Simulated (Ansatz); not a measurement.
MnAu (CsCl type, Pm-3m) at seven volumes, the program Ansatz at the PBEsol level (PAW), scaled uniformly. One row is withheld.

| V (Å³/atom) | P (GPa) |
|---|---|
| 14.056 | ? |
| 14.519 | 9.85 |
| 14.983 | 4.48 |
| 15.446 | 0.00 |
| 15.910 | -3.73 |
| 16.373 | -6.82 |
| 16.836 | -9.39 |

Problem. Fit the shown pressures and predict the withheld one.

Solution. P = (3/2)B₀(x^(7/2) − x^(5/2))[1 + (3/4)(B′ − 4)(x − 1)] with x = (V₀/V)^(2/3). Least squares on the six rows gives V₀ = 15.446 Å³/atom, B₀ = 136 GPa, B′ = 5.11. At V = 14.056, x = 1.0649 and P = 16.33 GPa. The run itself gave 16.29 GPa.

The first step of the workflow began from a Materials Project structure, measured or hypothetical; the Crystallography Open Database copy checked does not list it. With Mn and Au taken as one species the cell has the higher symmetry Im-3m, so it may be an ordered model of a mixed-site phase. Its standing as an ambient phase is unchecked. Symmetry was held in the PBEsol relaxation, as lowered by the spin order; whether a distortion lowers the energy is not shown. Spin order of the final state: antiferromagnetic, chosen from 4 collinear starts compared on coarse meshes (ties went to the first, and starts can fall back to one state), not a proven ground state. Spin–orbit coupling is left out wherever it is not named.

Potentials: the later of the program's two PAW sets.
